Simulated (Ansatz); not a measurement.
A generator proposed this cell of Al2Ga3P5.

```yaml
crystal:
  lattice:
    - [-1.87704, 1.87704, 13.27268]
    - [1.87704, -1.87704, 13.27268]
    - [1.87704, 1.87704, -13.27268]
  atoms:
    - { symbol: Al, position: [0.70000, 0.70000, 0.00000] }
    - { symbol: Al, position: [0.30000, 0.30000, 0.00000] }
    - { symbol: Ga, position: [0.90000, 0.90000, 0.00000] }
    - { symbol: Ga, position: [0.50000, 0.50000, 0.00000] }
    - { symbol: Ga, position: [0.10000, 0.10000, 0.00000] }
    - { symbol: P, position: [0.55000, 0.05000, 0.50000] }
    - { symbol: P, position: [0.15000, 0.65000, 0.50000] }
    - { symbol: P, position: [0.75000, 0.25000, 0.50000] }
    - { symbol: P, position: [0.35000, 0.85000, 0.50000] }
    - { symbol: P, position: [0.95000, 0.45000, 0.50000] }
```

Level of theory: DFT PBE, scalar-relativistic, plane waves, PAW in Ansatz. Cutoff 420 eV; k points 6×6×6 on the computed 10-atom cell (Γ-centred); Gaussian smearing, width 0.10 eV; no spin polarisation.

The zero of energy is the elements' standard structures at the same level; no fitted shifts are applied. The references include black phosphorus.

Problem. How far from equilibrium is it?

Solution. The pressure is 11.0 GPa (the mean over three directions, positive in compression), the largest force is 0.04 eV/Å, and the energy is −0.44 eV/atom against the elements. The shortest distance is 2.30 Å.

Problem. How much does it gain on relaxing, and where does it end?

Solution. Relaxing gains about 0.07 eV/atom in 8 ionic steps and ends at −0.512 eV/atom on the finer mesh. The symmetry stays I-4m2 (No. 119). The volume per atom grows by 11.6 %, from 18.7 to 20.9 Å³. The shortest distance goes from 2.30 Å (Al–P and Ga–P) to 2.38 Å (Al–P). Conventional cell: a = 3.894 Å, c = 27.534 Å. Al is surrounded by 4 P at 2.38 Å; around Ga on a site of symmetry 2mm lie 4 P at 2.38–2.39 Å; P on a site of symmetry 2mm has 4 Ga at 2.38 Å; 3 more sites not described.

The last run used a 10×10×10 mesh for its 10-atom cell and Gaussian smearing of 0.02 eV. The reference form of P is held partly by dispersion forces, which this level lacks. The relaxation can't lower the symmetry of the start. A later test with randomly moved atoms came back to the same energy, though modes that don't fit the test's cell weren't probed.
